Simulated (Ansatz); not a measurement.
# SiO₂ — quadrupolar parameters

The cell is an entry of the Crystallography Open Database (COD), ions relaxed with PBE at fixed cell.

Space group P4_12_12 (No. 92); a = 4.9640, c = 6.9200 Å.

```
site  Wyckoff  site symmetry       x       y       z
  Si       4a            ..2  0.3059  0.3059  0.0000
   O       8b              1  0.2366  0.1180  0.1858
```

One atom of each set is listed.

The numbers come from a DFT calculation in Ansatz (PBE, plane waves and PAW, scalar-relativistic, 420 eV cutoff, Γ-centred 5×5×4 k-points, Fermi–Dirac smearing 0.02 eV).

C_Q = eQV_zz/h, which is 24.18 MHz for Q = 1 b and V_zz = 10²¹ V/m²; η = (V_xx − V_yy)/V_zz. ν_Q = 3|C_Q|/[2I(2I − 1)].

O-17: I = 5/2, Q = -25.58 mb. Nuclear quadrupole moments: year-2017 set (Pyykkö).

```tsv
site	atoms	first shell	C_Q (MHz)	η	ν_Q (MHz)
O	8	2 Si at 1.63 Å, angle 142°	-5.82	0.20	0.873
```

At O V_zz runs parallel to the line that joins its two neighbours (within 1°).

Si has no stable isotope with a ground-state quadrupole moment in the table, so these sites are left out.

The relaxation (6 steps) took 49 s of wall time (49 s of CPU time) and 0.43 GiB at its peak, on 1 thread of Arm Neoverse V2 (aarch64; 8 cores open to the job, memory cap 2.5 GiB, no GPU), a shared host with a load of 0.3 a core.
